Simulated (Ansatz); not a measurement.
Computed with DFT PBE, scalar-relativistic, plane waves, PAW in Ansatz 0.2.0. Settings: cutoff 420 eV, Γ-centred meshes spaced at most about 0.3 Å⁻¹, and about 0.25 Å⁻¹ or finer for metals (2π included), Gaussian smearing. No spin polarisation in the final relaxations.

Temperature and zero-point effects are left out.

Two forms of In₂As₃ were relaxed alike.

A.

Space group Pm-3m (No. 221). a = 5.309 Å, b = 5.309 Å, c = 5.309 Å, α = 90.00°, β = 90.00°, γ = 90.00°
```csv
atom,site,symmetry,x,y,z
In,1b,m-3m,0.5000,0.5000,0.5000
In,1a,m-3m,0.0000,0.0000,0.0000
As,3c,4/mm.m,0.0000,0.5000,0.5000
```

B.

Space group P6/mmm (No. 191). a = 9.541 Å, b = 9.541 Å, c = 2.770 Å, α = 90.00°, β = 90.00°, γ = 120.00°
```
atom  site  symmetry       x       y       z
  In    2c      -6m2  0.3333  0.6667  0.0000
  As    3f       mmm  0.5000  0.0000  0.0000
```

Problem. Which would you expect to be lower, and how large is the difference?

Solution. B is lower, by 0.30 eV/atom. A has space group Pm-3m (No. 221), 29.9 Å³/atom and no gap on its mesh; B has space group P6/mmm (No. 191), 43.7 Å³/atom and no gap. Counting As atoms around In (those within 1.25 times the shortest such distance or 1.15 times the sum of covalent radii; the shortest distance is added where it is long for a bond; a slash parts the counts of unlike sites), A has In 6/12 from 3.8 Å and B has In 3. The lower one is the more open, so pressure narrows the difference. Even the lower one lies +0.46 eV/atom against the reference forms of the elements (uncorrected), so neither is stable at this level. In A, In on its first site is surrounded by 6 As at 2.65 Å; In on its second site has 12 As at 3.75 Å (long contacts); around As lie 2 In at 2.65 Å, 4 In at 3.75 Å and 8 As at 3.75 Å. In B, In is surrounded by 3 As at 2.75 Å and 2 In at 2.77 Å; As is surrounded by 2 In at 2.75 Å and 2 As at 2.77 Å. Both come from invented guesses. A third cell relaxed alike, in P-3m1, lies 0.40 eV/atom below the lower of the two.

In Pm-3m, P6/mmm an odd number of electrons in the primitive cell allows no gap without spin; a larger cell or a magnetic state could open one. A magnetic state wasn't ruled out in cells without spin, among them Pm-3m, P6/mmm. Cells relaxed within their symmetry can be saddle points.
